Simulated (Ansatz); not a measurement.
BaTiO$_{3}$ (tetragonal-perovskite type, space group P4mm)

```
CELL_PARAMETERS angstrom
      3.95540     0.00000     0.00000
      0.00000     3.95540     0.00000
      0.00000     0.00000     4.04437
ATOMIC_POSITIONS crystal
  Ti 0.50000 0.50000 0.44692
  Ba 0.00000 0.00000 0.93184
  O  0.50000 0.50000 0.90189
  O  0.50000 0.00000 0.41267
  O  0.00000 0.50000 0.41267
```

Scan: atom 4 (O, nearest neighbour Ti at 1.983 Å; its periodic images, 4.0 Å or more away, move with it) is displaced towards the nearest neighbour, direction (0.000, -0.998, 0.070) in Cartesian axes, by s. The other atoms stay.

Calculation: PBEsol (plane waves to 420 eV, PAW, scalar-relativistic; Ansatz, a quantum-chemistry and plane-wave program). k mesh 7×7×7 (Γ-centred), Fermi-Dirac smearing 0.05 eV. E stands for the smeared free energy. Left out: 4 of 11 points, with atoms too close for the PAW data. BaTiO3 is run without spin polarisation. BaTiO3 was relaxed with its symmetry unable to fall. ΔE is measured from the undisplaced structure.

| s (Å) | ΔE (meV/cell) |
|---|---|
| -0.240 | 265.3 |
| -0.160 | 101.3 |
| -0.080 | 22.8 |
| 0.000 | 0.0 |
| 0.080 | 23.0 |
| 0.160 | 102.6 |
| 0.240 | 270.4 |

Q: What force constant k = d²E/ds² at s = 0 does the table give?

A: 6.9 eV/Å². It is the second difference of the nearest points, corrected with the next pair.

Q: With k = 6.89 eV/Å² from the forces, is the well harmonic out to s = 0.240 Å?

A: ½ks² = 198.5 meV/cell against the computed 270.4 meV/cell, so the well is stiffer than harmonic there.

(A displaced cell: forces are minus the slopes of the energy, force constants its curvatures, and phonons follow from these.)
